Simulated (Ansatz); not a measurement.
Values for one crystal, relaxed and computed with plane-wave PAW r²SCAN (Ansatz code); other levels are named.

| Quantity | Value |
|---|---|
| Volume per atom | 10.78 Å³ |
| Band gap | 1.86 eV (indirect) |
| Conduction-band minimum | at Γ |
| Mechanical stability | stable (all eigenvalues of C positive) |
| Poisson's ratio | 0.34 |
| Electron effective mass | 0.72, 0.98, 1.4 mₑ (principal values) |
| Debye temperature from the elastic constants | 529 K |

Task: Pick the material that matches.
A. ZrO2, fluorite
B. Ga2O3, C2/m (Pearson symbol mS20)
C. TiZn2O4, Imma (Pearson symbol oI28)
D. AlBO3, R-3c (Al on 6b, B on 6a, O on 18e)

Result: C, TiZn2O4, Imma (Pearson symbol oI28)

The first step of the workflow began from a Materials Project structure, measured or hypothetical; the Crystallography Open Database copy checked does not list it. COD files the formula under space group No. 95. With Ti and Zn taken as one species the cell has the higher symmetry Fd-3m, so it may be an ordered model of a mixed-site phase. Whether it is the stable phase at ambient conditions was not checked. Symmetry was held in the r²SCAN relaxation; whether a distortion lowers the energy is not shown. No spin polarisation was allowed.

Potentials: the later of the program's two PAW sets.
